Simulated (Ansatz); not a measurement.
The elements of this relaxed trial crystal are hidden behind letters.

```
lattice vectors (Å)
   4.3312    0.0000    0.0000
   0.0000    4.3312    0.0000
   0.0000    0.0000    7.5341
fractional positions
X 0.0000 0.5000 0.3334
X 0.5000 0.0000 0.6666
X 0.5000 0.5000 0.0000
Z 0.5000 0.0000 0.2717
Z 0.0000 0.5000 0.7283
```

The calculation used DFT PBE, scalar-relativistic, plane waves, PAW in Ansatz 0.2.0. The final run on the 5-atom cell used 420 eV, a Γ-centred 10×10×6 mesh, 0.10 eV smearing and no spin polarisation.

```
Space group                                : P-4m2 (No. 115)
Conventional cell                          : a = 4.331 Å, c = 7.534 Å
Volume per atom                            : 28.27 Å³
Density                                    : 3.85 g/cm³
Energy over the elements                   : −0.39 eV/atom
Gap on the 10×10×6 mesh of the 5-atom cell : 0 eV (a metal)
```

Energies are uncorrected and count from the elements' standard states at the same level.

Problem. X is an s-block element of period 3 and Z is a p-block element of period 5. Which elements are they?

Solution. X = Mg, Z = Te, so the formula is Mg3Te2. Density times volume gives a mean mass of 3.85 × 28.27/1.6605 = 65.5 u per atom, and this set has 65.6 u. Among the elements that the hints allow, noble gases aside, only these give it. Mg on a site of symmetry 2mm has 5 Te at 2.98–3.10 Å and 2 Mg at 3.32 Å; Mg on a site of symmetry -4m2 is surrounded by 4 Te at 2.98 Å and 4 Mg at 3.32 Å; Te is surrounded by 7 Mg at 2.98–3.10 Å.

These runs have no spin–orbit coupling, which can matter for Te. A structure relaxed within its symmetry needn't be a true minimum. Another cell of Mg3Te2 relaxed alike, in P4mm, lies 32 meV/atom lower, so this cell isn't the stable form at this level.
